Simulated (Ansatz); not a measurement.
CoSi₂ (fluorite type, space group Fm-3m)

```yaml
crystal:
  lattice:
    - [0.00000, 2.65610, 2.65610]
    - [2.65610, 0.00000, 2.65610]
    - [2.65610, 2.65610, 0.00000]
  atoms:
    - { symbol: Co, position: [0.00000, 0.00000, 0.00000] }
    - { symbol: Si, position: [0.25000, 0.25000, 0.25000] }
    - { symbol: Si, position: [0.75000, 0.75000, 0.75000] }
```

The volume is varied about the relaxed value V₀ at fixed cell shape. Symmetry pins the atoms to their sites.

Method: PBEsol (plane waves to 420 eV, PAW, scalar-relativistic; Ansatz, a first-principles code). k mesh 16×16×16 (Γ-centred), Fermi-Dirac smearing 0.05 eV. Compression counts positive. CoSi2 is run without spin polarisation. CoSi2 was relaxed with its symmetry unable to fall.

At one point of the scan the stress tensor (GPa) is:

```
   38.1      0.0      0.0
    0.0     38.1      0.0
    0.0      0.0     38.1
```

Problem. Which point is it?
(A) V/V₀ = 0.947
(B) V/V₀ = 0.893
(C) V/V₀ = 0.840
(D) V/V₀ = 0.867

Solution. D, V/V₀ = 0.867

(A scan under strain: stresses follow from slopes of the energy per volume, elastic moduli from its curvatures.)
